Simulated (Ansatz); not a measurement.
## CaTl2O4, a database entry at a rescaled volume

```
Tl Ca O
1.0
     3.37398    0.00000    0.00000
     1.68699   -5.59134    0.00000
     0.00000    0.00000  -10.63177
Tl Ca O
4 2 8
Direct
  0.36520 0.26960 0.92750
  0.63480 0.73040 0.42750
  0.63480 0.73040 0.07250
  0.36520 0.26960 0.57250
  0.10760 0.78480 0.75000
  0.89240 0.21520 0.25000
  0.28700 0.42600 0.37200
  0.71300 0.57400 0.87200
  0.71300 0.57400 0.62800
  0.28700 0.42600 0.12800
  0.00000 0.00000 0.00000
  0.00000 0.00000 0.50000
  0.46100 0.07800 0.75000
  0.53900 0.92200 0.25000
```

The numbers come from plane-wave PAW DFT (Ansatz): r2SCAN, no spin polarisation, 500 eV, 8×8×3 Γ-centred k points, fermi-dirac occupations (width 0.1 eV). Nothing was relaxed.

(1) Metal or insulator?

(2) Is it stable against the elements?

(3) Describe some of the short contacts.

(4) What does the stress say?

(5) Which atom feels the largest force, and which way?

Origin: a database entry at a rescaled volume. Caveats: atoms or cell far from equilibrium; the gap is not wide against the smearing.

Results:

(1) Counting bands on this mesh leaves a gap of 0.18 eV, but it is narrow, so a finer mesh and a narrower smearing would have to settle it.

(2) -1.45 eV an atom against the elements' usual phases (free molecules for gases, crystals otherwise, with no correction for O₂ or N₂), so it is bound against them; other compounds may still compete. Relaxing would lower it.

(3) Tl–O at 2.17 Å: least valence density 0.60 e/Å³ and ELF 0.21 there. Ca–O at 2.35 Å: least valence density 0.27 e/Å³ and ELF 0.08 there. O–O at 2.59 Å: least valence density 0.14 e/Å³ and ELF 0.05 there. These are pseudo-fields; inside the PAW spheres they differ from the all-electron ones.

(4) The pressure is -5.3 GPa (compression positive), so with the atoms held at these fractions the cell would first shrink; the forces are large, so a full relaxation may end otherwise. The principal stresses -6.9, -4.6, -4.4 GPa differ, so its shape would change too.

(5) The largest is on O8 (and as large on other atoms): 1.63 eV/Å, components (0.00, 0.46, -1.56). It makes 39° with the line to a nearest neighbour, Tl3 at 2.30 Å, pointing towards it.
